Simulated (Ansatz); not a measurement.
A relaxed cell of InP₂ is given with its symmetry left out. The cell was found from a structure generator's guess, not taken from experiment.

Computed with DFT PBE, scalar-relativistic, plane waves, PAW (Ansatz 0.2.0). Cutoff 420 eV, Γ-centred mesh, Gaussian smearing, no spin polarisation.

```cif
data_structure
_symmetry_space_group_name_H-M 'P 1'
_symmetry_Int_Tables_number 1
_cell_length_a 3.9924
_cell_length_b 3.9924
_cell_length_c 5.0737
_cell_angle_alpha 90.000
_cell_angle_beta 90.000
_cell_angle_gamma 120.000
_cell_volume 70.03
loop_
_atom_site_label
_atom_site_type_symbol
_atom_site_fract_x
_atom_site_fract_y
_atom_site_fract_z
_atom_site_occupancy
In1 In 0.00000 0.00000 0.00000 1
P1 P 0.66667 0.33333 0.70564 1
P2 P 0.66667 0.33333 0.29436 1
```

Formation energies are uncorrected and refer to the elements' standard structures at the same level. The references include black phosphorus.

Question: Find its symmetry and describe it.

Answer: P-6m2 (No. 187). Conventional cell: a = 3.992 Å, c = 5.074 Å. In is surrounded by 6 P at 2.75 Å; P is surrounded by 1 P at 2.09 Å and 3 In at 2.75 Å.

Question: What is its formation energy per atom?

Answer: +0.12 eV/atom. A positive value: parting into the elements would lower its energy.

Question: Is it a metal?

Answer: Yes, bands cross the Fermi level on the 12×12×10 mesh.

Question: From what recipe could a structure generator have reached it?

Answer: One such recipe: 4-, 6-connected net, elements by coordination (P-6m2, No. 187). Other recipes can lead to the same cell.

The last run used a 12×12×10 mesh (in the run's order of axes) for its 3-atom cell and Gaussian smearing of 0.10 eV. An odd number of electrons in the primitive cell allows no gap without spin; a larger cell or a magnetic state could open one. The cell is a metal run without spin; a magnetic state may lie lower. The reference form of P is held partly by dispersion forces, which this level lacks. Symmetry constrained the relaxation, so the result can be a saddle point.
